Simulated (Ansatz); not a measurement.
Ge:
```yaml
crystal:
  lattice:
    - [3.96607, 0.00000, 0.00000]
    - [-1.98303, 3.43471, 0.00000]
    - [0.00000, 0.00000, 13.01955]
  atoms:
    - { symbol: Ge, position: [0.00000, 0.00000, 0.40681] }
    - { symbol: Ge, position: [0.00000, 0.00000, 0.59319] }
    - { symbol: Ge, position: [0.00000, 0.00000, 0.90681] }
    - { symbol: Ge, position: [0.00000, 0.00000, 0.09319] }
    - { symbol: Ge, position: [0.33333, 0.66667, 0.34415] }
    - { symbol: Ge, position: [0.66667, 0.33333, 0.65585] }
    - { symbol: Ge, position: [0.66667, 0.33333, 0.84415] }
    - { symbol: Ge, position: [0.33333, 0.66667, 0.15585] }
```

Relaxed with LDA. Special points in fractions of this cell's reciprocal vectors: Γ (0.000, 0.000, 0.000); M (0.500, 0.000, 0.000); K (0.333, 0.333, 0.000); A (0.000, 0.000, 0.500); L (0.500, 0.000, 0.500); H (0.333, 0.333, 0.500).

Question: List the band energies nearest the Fermi level at these points for the program Ansatz at the LDA level (PAW).

Answer: In eV from the Fermi level; about four levels below and three above (degenerate sets whole), none deeper than 8.9 eV; points with the same levels are listed once.

```json
[
 {"k": "Γ", "below": "-0.87 -0.87 -0.13 -0.01", "above": "0.01 0.04 0.04"},
 {"k": "M", "below": "-2.48 -2.48 -1.88 -1.48", "above": "0.17 0.28 0.50"},
 {"k": "K", "below": "-3.59 -2.79 -2.79 -2.08", "above": "1.29 2.20 2.20"},
 {"k": "A", "below": "-0.32 -0.32 -0.32 -0.32", "above": "0.12 0.12 1.15 1.15"},
 {"k": "L", "below": "-2.69 -2.69 -1.84 -1.84", "above": "0.57 0.57 1.25 1.25"},
 {"k": "H", "below": "-2.93 -2.93 -2.54 -2.54", "above": "1.28 1.28 2.70 2.70"}
]
```

Space group P6_3/mmc. The first step of the workflow began from a Materials Project structure, measured or hypothetical; the Crystallography Open Database copy checked does not list it. It is not the phase usual at ambient conditions (space group No. 227). Symmetry was held in the LDA relaxation; its stability against distortions is not shown here. The Fermi level of a semimetal is unsure by some 0.05 eV on such meshes. Spin–orbit coupling is left out wherever it is not named.

Potentials: the later of the program's two PAW sets.
